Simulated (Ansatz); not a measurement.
Values for one crystal, relaxed and computed with DFT-LDA in the program Ansatz with PAW potentials; other levels are named.

- Volume per atom = 18.02 Å³
- Band gap = 1.05 eV (indirect)
- Largest static χ(2) component = 12 pm/V
- Electron effective mass = 1.3, 1.3, 2.7 mₑ (principal values)
- Pressure derivative B′ = 4.0
- Poisson's ratio = 0.26
- Elastic constants (relaxed ions, GPa) = C11 = 118, C12 = 24.0, C44 = 23.2

Question: Which of these materials gives this?
(A) CuI, zinc blende
(B) VCu3S4, P-43m (V on 1a, Cu on 3d, S on 4e)
(C) ZnS, wurtzite
(D) Cu2O, Pn-3m (Cu on 4c, O on 2a)

Answer: B, VCu3S4, P-43m (V on 1a, Cu on 3d, S on 4e)

The workflow started from a Materials Project entry (that database holds measured and hypothetical structures alike); the Crystallography Open Database files this formula in space group No. 215, but the cells were not matched. Whether it is the stable phase at ambient conditions was not checked. Symmetry was held in the LDA relaxation; phonons on a q-mesh show no instability. The run is not spin-polarised.

Potentials: the later of the program's two PAW sets.
